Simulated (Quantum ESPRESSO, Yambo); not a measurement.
AlN at +1 % biaxial strain: DFT and GW levels

```
AlN
1.0
    3.14426     0.00000     0.00000
   -1.57213     2.72301     0.00000
    0.00000     0.00000     4.95247
N Al
2 2
Cartesian
  1.57213   0.90767   4.37045
  0.00000   1.81534   1.89421
  1.57213   0.90767   2.46396
  0.00000   1.81534   4.94020
```

The PBEsol cell relaxed from Materials Project entry mp-661 was given a biaxial strain of +1 % along x and y, z relaxed, and the atoms were relaxed again.

Starting point: PBEsol (Quantum ESPRESSO, PseudoDojo norm-conserving, 84 Ry, without SOC). G0W0 in Yambo: 6×6×4 Γ-centred k mesh, 78 bands and a 8 Ry block in the screening, 78 bands in G with the Bruneval-Gonze terminator, plasmon pole fitted at 27.2 eV.

| Quantity | Value |
|---|---|
| PBEsol gap along the band path | 3.90 eV |
| PBEsol gap between the mesh's edge points (Γ → Γ) | 3.90 eV |
| G0W0 gap between the same points | 5.35 eV |

```csv
k point,band,E PBEsol (eV),E QP (eV),shift (eV),Z
Γ,VB,0.00,-0.80,-0.80,0.79
Γ,CB,3.90,4.55,0.66,0.82
A,VB,-0.71,-1.60,-0.88,0.79
A,CB,6.10,6.92,0.82,0.82
H,VB,-0.82,-1.75,-0.93,0.79
H,CB,7.22,8.13,0.91,0.82
```

Energies count from the PBEsol valence-band maximum.

Convergence of the G0W0 settings was not tested.
